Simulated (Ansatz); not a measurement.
**Data sheet: AlInSb2 (DFT)**

AlInSb₂:
```
CELL_PARAMETERS angstrom
      4.49793     0.00000     0.00000
      0.00000     4.49793     0.00000
      0.00000     0.00000     6.35828
ATOMIC_POSITIONS crystal
  Al 0.00000 0.00000 0.00000
  In 0.50000 0.50000 0.50000
  Sb 0.00000 0.50000 0.23318
  Sb 0.50000 0.00000 0.76682
```

Space group P-4m2 (No. 115); conventional cell a = 4.498 Å, b = 4.498 Å, c = 6.358 Å, α = 90.00°, β = 90.00°, γ = 90.00°.

Method: DFT-r²SCAN in the program Ansatz with PAW potentials. Geometry: relaxed at this level of theory. Other levels are named where they apply.

Cell and energy:

```json
{
 "volume_per_atom": "32.16 Å³",
 "density": "4.97 g/cm³",
 "Formation energy from the elements (no fitted shifts)": "-0.25 eV/atom"
}
```

Electronic structure:

```json
{
  "band_gap": "0.95 eV (direct)",
  "valence_band_maximum": "at Γ",
  "conduction_band_minimum": "at Γ",
  "electron_effective_mass": "0.057, 0.057, 0.084 mₑ (principal values)",
  "Electron effective mass with spin–orbit coupling": "0.052, 0.052, 0.078 mₑ (principal values)",
  "Weight of the conduction-edge state by species (Voronoi cells)": "Sb 40 %, In 31 %, Al 29 %",
  "Hole effective mass, band 1 of 2 at the edge": "2.2 along x, 0.33 along z (mₑ)",
  "Hole effective mass, band 2 of 2 at the edge": "0.049 along x, 0.33 along z (mₑ)",
  "Hole effective mass with spin–orbit coupling": "0.075, 0.075, 0.29 mₑ (principal values)",
  "Weight of the valence-edge state by species (Voronoi cells)": "Sb 73 %, In 15 %, Al 12 %",
  "HSE06 gap on the r²SCAN cell": "1.18 eV",
  "Gap with spin–orbit coupling": "0.73 eV"
}
```

Mechanics:

```json
{
 "Bulk modulus (Birch–Murnaghan fit)": "495 kbar",
 "Pressure derivative B′": "4.6"
}
```

Charges:

```json
{
  "bader_charges": "Al +1.77, In +0.53, Sb -1.15 e"
}
```

The workflow started from a Materials Project entry (that database holds measured and hypothetical structures alike); the Crystallography Open Database copy checked does not list it. With Al and In taken as one species the cell has the higher symmetry F-43m, so it may be an ordered model of a mixed-site phase. Whether it is the stable phase at ambient conditions was not checked. The cell was relaxed with r²SCAN under the symmetry of its start; its stability against distortions is not shown here. The references are the lowest solids computed at this level, not always the standard phases. Scalar-relativistic: spin–orbit coupling is off unless named, which matters more the heavier the elements.

Potentials: the later of the program's two PAW sets.
